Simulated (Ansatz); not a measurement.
Relaxed-ion elastic tensor of W (fcc (Cu type), space group No. 225) in GPa (Voigt order), LDA (plane waves, PAW; program Ansatz); density 19.47 g/cm³, 15.68 Å³ per atom.

```csv
,1,2,3,4,5,6
1,111,412,412,0.0,0.0,0.0
2,412,111,412,0.0,0.0,0.0
3,412,412,111,0.0,0.0,0.0
4,0.0,0.0,0.0,-101,0.0,0.0
5,0.0,0.0,0.0,0.0,-101,0.0
6,0.0,0.0,0.0,0.0,0.0,-101
```

### Question
Is the crystal mechanically stable?

### Answer
No: the smallest eigenvalue of C is -301 GPa.

Space group Fm-3m (fcc (Cu type)). The workflow started from an entry of the Crystallography Open Database (COD), which files this formula under 6 space groups. It is not the phase usual at ambient conditions (space group No. 229). Symmetry was held in the LDA relaxation. At this level the phase is mechanically unstable. The run is not spin-polarised. As this level gives no gap, shear constants depend on the k-mesh and smearing (Fermi–Dirac, 0.1 eV here). Scalar-relativistic: spin–orbit coupling is off unless named, which matters more the heavier the elements.

Potentials: the earlier of the program's two PAW sets.
